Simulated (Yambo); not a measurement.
Yambo run on K2BrCl6F (space group Fm-3m, No. 225). The wavefunctions are norm-conserving PBEsol (Quantum ESPRESSO, 84 Ry, without SOC) ones on a 2×2×2 mesh (37 occupied bands); a = b = c = 7.1587 Å, α = β = γ = 60.00°.

Yambo input:

```
rim_cut
gw0
dyson
el_el_corr
HF_and_locXC
ppa
em1d
RandQpts= 1000000
RandGvec= 1 Ry
EXXRLvcs= 84 Ry
VXCRLvcs= 336 Ry
Chimod= "HARTREE"
% BndsRnXp
 1 | 134 |
%
NGsBlkXp= 7 Ry
% LongDrXp
 1.0 | 1.0 | 1.0 |
%
PPAPntXp= 27.2114 eV
% GbndRnge
 1 | 134 |
%
GTermKind= "BG"
DysSolver= "n"
ExtendOut
% QPkrange
 2 | 2 | 37 | 38 |
%
```

k points by index: 2 = L.

Resulting energies as the program prints them:

```
#    K-point    Band    Eo [eV]    E [eV]    E-Eo [eV]    Vxc [eV]    Vnlxc [eV]    Sc|Eo [eV]    Sc|E [eV]    dSc/dw|Eo [eV]    Re(Z)    Im(Z)
#
    2    37    0.000000    -0.125113    -0.125113    -18.85303    -22.78479    3.755402    3.806648    -11.12824    0.709738    -0.002308
    2    38    0.900436    1.568652    0.668217    -13.98615    -11.15508    -1.959828    -2.162853    -8.266482    0.766991    -0.001888
```
(The two width columns are left out.) Convergence of these settings isn't established.

Geometry of the Materials Project entry, not relaxed at this level.

The structure is a Materials Project entry; no match was found in the copy of COD used, and its stability was not checked.
